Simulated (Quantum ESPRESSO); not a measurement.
pw.x input (Quantum ESPRESSO 7.5; LDA, PseudoDojo standard norm-conserving files, scalar-relativistic):

```
&CONTROL
  calculation = 'scf'
  pseudo_dir = './pseudo'
  outdir = './out'
  tprnfor = .true.
  tstress = .true.
/
&SYSTEM
  ibrav = 0
  nat = 9
  ntyp = 2
  ecutwfc = 84.0
  ecutrho = 336.0
  occupations = 'smearing'
  smearing = 'fd'
  degauss = 0.002
  nbnd = 28
/
&ELECTRONS
  conv_thr = 9e-10
/
ATOMIC_SPECIES
O 15.9990 O.upf
Si 28.0850 Si.upf
CELL_PARAMETERS angstrom
  5.061090212000   0.000000000000   0.000000000000
 -2.530545106000   4.383032694000   0.000000000000
  0.000000000000   0.000000000000   5.540500000000
ATOMIC_POSITIONS crystal
O   0.791370000000   0.582740000000   0.500000000000
O   0.208630000000   0.791370000000   0.833333333000
O   0.417260000000   0.208630000000   0.166666667000
O   0.208630000000   0.417260000000   0.500000000000
O   0.791370000000   0.208630000000   0.833333333000
O   0.582740000000   0.791370000000   0.166666667000
Si   0.000000000000   0.500000000000   0.666666667000
Si   0.500000000000   0.000000000000   0.000000000000
Si   0.500000000000   0.500000000000   0.333333333000
K_POINTS automatic
6 6 6 0 0 0
```

End of the output:

```
     total energy              =    -224.61535005 Ry
     estimated scf accuracy    <       0.00000001 Ry
     total energy              =    -224.61535006 Ry
     estimated scf accuracy    <          6.7E-09 Ry
[...]
     the Fermi energy is     4.0358 ev
!    total energy              =    -224.61535006 Ry
     estimated scf accuracy    <          6.0E-10 Ry
     smearing contrib. (-TS)   =       0.00000000 Ry
     internal energy E=F+TS    =    -224.61535006 Ry
     The total energy is F=E-TS. E is the sum of the following terms:
     one-electron contribution =    -119.01489330 Ry
     hartree contribution      =      83.54902448 Ry
     xc contribution           =     -59.89364726 Ry
     ewald contribution        =    -129.25583399 Ry
     convergence has been achieved in  12 iterations
     Forces acting on atoms (cartesian axes, Ry/au):
     atom    1 type  1   force =     0.00000000   -0.00396851    0.00000000
     atom    2 type  1   force =     0.00343683   -0.00198425   -0.00000000
     atom    3 type  1   force =     0.00343683    0.00198425   -0.00000000
     atom    4 type  1   force =     0.00000000    0.00396851    0.00000000
     atom    5 type  1   force =    -0.00343683    0.00198425    0.00000000
     atom    6 type  1   force =    -0.00343683   -0.00198425    0.00000000
     atom    7 type  2   force =    -0.00000000    0.00000000   -0.00000000
     atom    8 type  2   force =     0.00000000    0.00000000    0.00000000
     atom    9 type  2   force =     0.00000000    0.00000000    0.00000000
     Total force =     0.009721     Total SCF correction =     0.000017
     Computing stress (Cartesian axis) and pressure
          total   stress  (Ry/bohr**3)                   (kbar)     P=      -32.10
  -0.00021928  -0.00000000   0.00000000          -32.26       -0.00        0.00
  -0.00000000  -0.00021928   0.00000000           -0.00      -32.26        0.00
   0.00000000   0.00000000  -0.00021615            0.00        0.00      -31.80
```
In a gapped system the printed Fermi energy is only some level inside the gap.

Geometry of the Materials Project entry, not relaxed at this level.
